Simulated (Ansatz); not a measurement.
CsPbBr3 (cubic perovskite, Pm-3m) at seven volumes, DFT-r²SCAN in the program Ansatz with PAW potentials, scaled uniformly. One row is withheld.

```json
[
 {"V (Å³/atom)": "38.030", "P (GPa)": "2.48"},
 {"V (Å³/atom)": "39.284", "P (GPa)": "1.51"},
 {"V (Å³/atom)": "40.538", "P (GPa)": "0.69"},
 {"V (Å³/atom)": "41.791", "P (GPa)": "0.00"},
 {"V (Å³/atom)": "43.045", "P (GPa)": "-0.58"},
 {"V (Å³/atom)": "44.299", "P (GPa)": "?"},
 {"V (Å³/atom)": "45.552", "P (GPa)": "-1.48"}
]
```

Problem. Fit the shown pressures and predict the withheld one.

Solution. P = (3/2)B₀(x^(7/2) − x^(5/2))[1 + (3/4)(B′ − 4)(x − 1)] with x = (V₀/V)^(2/3). Least squares on the six rows gives V₀ = 41.793 Å³/atom, B₀ = 21.0 GPa, B′ = 4.71. At V = 44.299, x = 0.9619 and P = -1.07 GPa. The run itself gave -1.07 GPa.

This is a known high-temperature phase of the composition, computed here at zero pressure and temperature. The cell was relaxed with r²SCAN under the symmetry of its start; its stability against distortions is not shown here. Spin–orbit coupling is left out wherever it is not named.

Potentials: the later of the program's two PAW sets.
